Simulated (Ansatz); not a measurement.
HfC:
```cif
data_CHf
_chemical_formula_sum 'C1 Hf1'
_space_group_name_H-M_alt 'P 1'
_space_group_IT_number 1
_cell_length_a 3.25744
_cell_length_b 3.25744
_cell_length_c 3.25744
_cell_angle_alpha 60.000
_cell_angle_beta 60.000
_cell_angle_gamma 60.000
loop_
_space_group_symop_operation_xyz
  'x, y, z'
loop_
_atom_site_label
_atom_site_type_symbol
_atom_site_fract_x
_atom_site_fract_y
_atom_site_fract_z
_atom_site_occupancy
C1 C 0.00000 0.00000 0.00000 1
Hf1 Hf 0.50000 0.50000 0.50000 1
```

Relaxed with PBEsol.

### Question
Decompose the optical modes at the zone centre into irreducible representations, and say which are infrared and Raman allowed.

### Answer
Point group m-3m: Γ_opt = T1u. Infrared: T1u. Raman: none.

### Question
Assign frequencies (DFPT, plane-wave PAW PBEsol (Ansatz code)).

### Answer
T1u 455 cm⁻¹.

Space group Fm-3m (rock salt). The cell was relaxed with PBEsol under the symmetry of its start; of distortions, only those at the zone centre were tested. No spin polarisation was allowed. As this level gives no gap, phonon frequencies hold no LO–TO term and depend on the k-mesh and smearing (Fermi–Dirac, 0.1 eV here). Spin–orbit coupling is left out wherever it is not named.

Potentials: the later of the program's two PAW sets.
